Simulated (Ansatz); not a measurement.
The start is a generated cell, Zn built in the hcp structure type. A full variable-cell relaxation at zero pressure is run with r2SCAN (plane waves to 500 eV, PAW, scalar-relativistic; Ansatz, a quantum-chemistry and plane-wave program). First-step values are on the input's coarse k-mesh.

Ansatz input (later rounds restart from its end on a renewed k-mesh):
Ansatz 0.2 input:
```yaml
crystal:
  lattice:
    - [2.6600002, 0, 0]
    - [-1.3300001, 2.3036277, 0]
    - [0, 0, 4.93696]
  atoms:
    - { symbol: Zn, position: [0.33333333, 0.66666667, 0.75] }
    - { symbol: Zn, position: [0.66666667, 0.33333333, 0.25] }
basis: { ecutwfc: 500, ecutrho_ratio: 4, xc_grid: 4, fft_grid_basis: typed }
kpoints: { mp_grid: { grid: [14, 14, 7] } }
hamiltonian:
  xc: r2scan
  dispersion: none
  pseudopotentials: { azcp: { folder: ./paw }, kind: paw }
scf: { occupations: { method: fermi_dirac, width: 0.05 } }
relax: { f_tol: 0.01, max_steps: 100, cell: { stress_tol: 0.02 } }
output: { forces: true, stress: true }
```

### Question
By how much does the energy per atom fall from start to end?

### Answer
0.01 eV/atom.

### Question
How does the volume change?

### Answer
-6.2 %, from 15.13 to 14.19 Å³/atom.

### Question
How do the shortest distances between atoms change?

### Answer
The closest pairs of elements (up to four, under 3.6 Å), start → end: Zn–Zn 2.66 → 2.65 Å.

### Question
Is the relaxed structure metallic? Give its gap.

### Answer
Zero (metallic).

The space group stays P6₃/mmc (No. 194) (the run could not lower it); the end is hcp (Mg type), with 2 atoms in the primitive cell. Final values are on a 20×20×10 k-mesh of the relaxed cell. No spin polarisation in the result.

The run could not lose the symmetry of its start.

All atoms sit on sites fixed by symmetry, so only the cell could relax.
